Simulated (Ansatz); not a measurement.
**Energy against volume for Ni (fcc, Cu type)**

Ni (fcc, Cu type)

```xyz
1
Lattice="0.0000 1.7316 1.7316 1.7316 0.0000 1.7316 1.7316 1.7316 0.0000" Properties=species:S:1:pos:R:3 pbc="T T T"
Ni     0.0000     0.0000     0.0000
```

E(V) scan at fixed shape, V₀ the volume above. Symmetry pins the atoms to their sites.

All values below come from PBEsol (plane waves to 420 eV, PAW, scalar-relativistic; Ansatz, a quantum-chemistry and plane-wave program). k mesh 23×23×23 (Γ-centred), Fermi-Dirac smearing 0.05 eV. The energy includes the smearing's −TS. Compression counts positive. Ni was relaxed with its symmetry unable to fall. Relaxed Ni ends ferromagnetic. The PAW data are Ansatz's earlier set. Other magnetic orders were not checked, so this need not be the ground state. ΔE is measured from the relaxed starting cell.

```csv
a (Å),ΔE (eV/atom),moment (μB/cell),P (GPa)
3.2676,0.268,0.59,61.3
3.3086,0.160,0.59,44.0
3.3486,0.084,0.60,29.7
3.3876,0.035,0.60,17.9
3.4258,0.008,0.61,8.1
3.4632,0.000,0.61,0.0
3.4997,0.007,0.62,-6.7
3.5355,0.027,0.63,-12.3
3.5706,0.057,0.64,-16.8
3.6050,0.096,0.66,-20.6
3.6388,0.142,0.67,-23.7
```

What the scan shows:

| Quantity | Result |
|---|---|
| Pressure at the smallest volume | 61.3 GPa |
| Energy cost of the largest compression | 268 meV/atom |
| Energy cost of the largest expansion | 142 meV/atom |
| Bulk modulus B₀ (third-order Birch-Murnaghan fit) | 230 GPa |
| Pressure derivative B₀′ (fit) | 4.9 |
| Equilibrium volume of the fit | 10.38 Å³/atom |
| Pressure for 5 % compression (fit) | 13.4 GPa |

(A scan under strain: stresses follow from slopes of the energy per volume, elastic moduli from its curvatures.)
